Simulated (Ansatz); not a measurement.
input.yaml (Ansatz)

```yaml
crystal:
  lattice:
    - [-1.9297760072, 1.9297760072, 1.9297760072]
    - [1.9297760072, -1.9297760072, 1.9297760072]
    - [1.9297760072, 1.9297760072, -1.9297760072]
  atoms:
    - { symbol: Te, position: [0.0, 0.0, 0.0] }
hamiltonian:
  xc: lda
  pseudopotentials:
    kind: paw
    azcp:
      Te: "pseudopotentials/Te.paw.azcp"
basis:
  ecutwfc: 420
  fft_grid_basis: typed
kpoints:
  mp_grid: { grid: [13, 13, 13], shift: [0, 0, 0] }
magnetization:
  spin_polarized: false
scf:
  occupations: { method: fermi_dirac, width: 0.1 }
  lower_state_search: "off"
output:
  stress: true
```

and its output:

```
Warning: the record states the generating functional pbe (its physics header spells it `PBE`), which answers neither for hamiltonian.xc's functional nor for the lda family's — results may be inconsistent (PPs are generated against a specific XC)
Engine: ansatz 0.2.0, x86_64-unknown-linux-gnu
Pseudopotentials: kind: paw
Pseudopotential: Te, paw, valence charge 16, recommended cutoff 420 eV (normal) 
Functional definition: SPW92
  exchange = slater_x
  correlation = pw_c
Crystal: 1 atoms, lattice volume = 28.746 Å³
Basis set: ecut = 420 eV, 555 PW (Γ)
Bands: 12, of which v1, the nominal top of the filled ones, is band 8 counted from 1 (7 counted from 0)
Symmetry: 48 space group operations
Space group: Im-3m (ITA 229), of the structure as read, at distance tolerance 3.1e-5 Å
k-points: 84 of 2197
Non-local potential: Te, projectors of the file, l = 0: 2, l = 1: 2, l = 2: 2, l = 3: 2
PAW form: soft (Blöchl's): semilocal exchange-correlation on the pseudo side does not see the compensation charge
PAW frozen core: Te, regenerated for the run's functional, and the local potential with it (the file was generated under x = pbe(κ = 0.804, μ = 0.2195149727645171), c = pbe(β = 0.06672455060314922))
PAW one-centre angular grid: Te, 590 points (default); XC on 64 Gauss nodes
Initial density: superposition of atomic densities (neutral atoms: chi_scale 0, normalization atom), corrected by the library's trained network
Initial wavefunctions: pseudopotential atomic-orbital guess
Functional: x = slater, c = lda
SCF iter   1: F=—  HF=-6826.959231 eV  |F-HF|=—  |Δ(HF+E_count)|=         —  Δρ=4.95e-3  dr2=3.39e-3  ethr=1.77e-3  ⟨swp⟩=5.2  Hψ=6077  notcnv=0
SCF iter   2: F=—  HF=-6826.957560 eV  |F-HF|=—  |Δ(HF+E_count)|=   1.67e-3  Δρ=2.64e-3  dr2=1.05e-3  ethr=2.12e-5  ⟨swp⟩=1.8  Hψ=1794  notcnv=0
SCF iter   3: F=—  HF=-6826.957125 eV  |F-HF|=—  |Δ(HF+E_count)|=   4.34e-4  Δρ=4.76e-4  dr2=1.03e-4  ethr=6.55e-6  ⟨swp⟩=2.0  Hψ=1648  notcnv=0
SCF iter   4: F=—  HF=-6826.957077 eV  |F-HF|=—  |Δ(HF+E_count)|=   4.89e-5  Δρ=1.66e-4  dr2=1.13e-5  ethr=6.45e-7  ⟨swp⟩=2.5  Hψ=1592  notcnv=0
SCF iter   5: F=—  HF=-6826.957071 eV  |F-HF|=—  |Δ(HF+E_count)|=   5.13e-6  Δρ=1.03e-4  dr2=4.13e-6  ethr=7.06e-8  ⟨swp⟩=2.1  Hψ=1476  notcnv=0
SCF iter   6: F=—  HF=-6826.957069 eV  |F-HF|=—  |Δ(HF+E_count)|=   2.22e-6  Δρ=2.01e-5  dr2=1.84e-7  ethr=2.58e-8  ⟨swp⟩=2.5  Hψ=1635  notcnv=0
SCF iter   7: F=-6826.957069 eV  HF=-6826.957069 eV  |F-HF|=2.24e-9  |Δ(HF+E_count)|=   1.06e-7  Δρ=2.48e-6  dr2=2.38e-9  ethr=6.25e-10  ⟨swp⟩=4.9  Hψ=3139  notcnv=0
SCF 1 converged in 7 iterations: F = -6826.957069 eV  dr2 = 2.38e-9
SCF converged after 7 iterations
Free energy (F): -6826.957069 eV
Harris-Foulkes:  -6826.957069 eV  (|F-HF|=2.24e-9)
Internal energy: -6826.933708 eV  (E = F + TS)
E sigma→0 (E₀):  -6826.945388 eV
Entropy (-TS):   -0.023361 eV (-23.361 meV/atom)
Fermi energy:    10.746859 eV
--- Per-component energies (eV) ---
  E_band       = -232.350544
  E_kinetic    = 181.190638
  E_local      = -1042.968992  (includes V_loc(G=0)·N_el)
  E_nonlocal   = -305.129817
  E_hartree    = 710.574359
  E_xc         = -123.759920
  E_vxc        = -104.702558  (∫ρ·V_xc dr)
  E_paw        = -4509.578425  (= ΣΔE_a)
  E_vpaw       = -381.886073  (= ΣTr[D̂ρ^β])
  E_aug_tail   = -0.000179  (compensation charges beyond the density's cutoff)
  E_ewald      = -1737.940032
  E_core_change = 0.678661  (= ΣΔE_core)
  E_smearing   = -0.023361  (= −TS)
  E_closure    = 0.000000  (closes the sum)
  Σ components = -6826.957069   (vs F -6826.957069, Δ=0.00e0)
--- Stress (GPa, compression-positive) ---
       -4.398481       0.000000      -0.000000
        0.000000      -4.398481       0.000000
        0.000000       0.000000      -4.398481
  P = ⅓ Tr σ = -4.3985 GPa (-43.985 kbar)
```

Command:

```sh
ansatz run input.yaml --threads 2 --pin off --max-ram 5120MiB --backend cpu --events-out ev --progress --plain --runs-dir out
```

On 2 threads of Intel(R) Xeon(R) Platinum 8488C (Sapphire Rapids) (shared host) this took about 0.67 s of wall time and 1.1 s of CPU time.
